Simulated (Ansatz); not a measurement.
ZrRh:
```
ZrRh
1.0
    3.22907     0.00000     0.00000
    0.00000     3.22907     0.00000
    0.00000     0.00000     3.22907
Rh Zr
1 1
Direct
  0.00000   0.00000   0.00000
  0.50000   0.50000   0.50000
```

Relaxed with LDA. Special points in fractions of this cell's reciprocal vectors: Γ (0.000, 0.000, 0.000); X (0.000, 0.500, 0.000); M (0.500, 0.500, 0.000); R (0.500, 0.500, 0.500).

Problem. List the band energies nearest the Fermi level at these points for LDA in the plane-wave PAW code Ansatz.

Solution. In eV from the Fermi level; about four levels below and three above (degenerate sets whole), none deeper than 8.9 eV; points with the same levels are listed once.

```
k                          below                     above
-  -----------------------------  ------------------------
Γ  -5.30 -5.30 -2.46 -2.46 -2.46  1.15 1.15 4.46 4.46 4.46
X        -2.53 -2.53 -1.89 -1.36            0.29 0.81 0.81
M        -3.77 -3.77 -1.03 -0.26            1.34 1.34 1.84
R  -2.32 -2.32 -2.32 -0.97 -0.97            5.06 5.06 5.71
```

Space group Pm-3m (CsCl type). The workflow started from an entry of the Crystallography Open Database (COD), which files this formula under 2 space groups. Whether it is the stable phase at ambient conditions was not checked. The cell was relaxed with LDA under the symmetry of its start; of distortions, only those at the zone centre were tested. No spin polarisation was allowed. Scalar-relativistic: spin–orbit coupling is off unless named, which matters more the heavier the elements.

Potentials: the later of the program's two PAW sets.
